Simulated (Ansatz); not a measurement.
LuPd (Pm-3m): the size of the finite step

```
CELL_PARAMETERS angstrom
3.41601 0.00000 0.00000
0.00000 3.41601 0.00000
0.00000 0.00000 3.41601
ATOMIC_POSITIONS crystal
Lu 0.00000 0.00000 0.00000
Pd 0.50000 0.50000 0.50000
```

Conventional cell: a = 3.416 Å, b = 3.416 Å, c = 3.416 Å, α = 90.00°, β = 90.00°, γ = 90.00°. Around Lu (atom 1) lie 8 Pd at 2.96 Å. Pd (atom 2) is surrounded by 8 Lu at 2.96 Å.

Computed, not measured; unless marked otherwise by r²SCAN, PAW on Ansatz 0.2.0's default frozen-core files (fitted under PBE), scalar-relativistic. k mesh 14×14×14, strains of ±0.005, Fermi-Dirac smearing of 0.100 eV, cutoff 500 eV. The cell was relaxed by PAW under this functional.

Q: Elastic constants come from stresses at strains of ±0.005 (two-point stencil): C11 = 166.7, C12 = 80.7, C44 = 41.1 GPa. What does an amplitude of 0.02 give?

A: C11 = 167.2, C12 = 80.9, C44 = 41.1 GPa. Nothing moves by 1 %.

Caveats: frozen-core PAW files fitted under PBE, their cores solved anew for the functional of the run; responses of metals move with mesh and smearing.
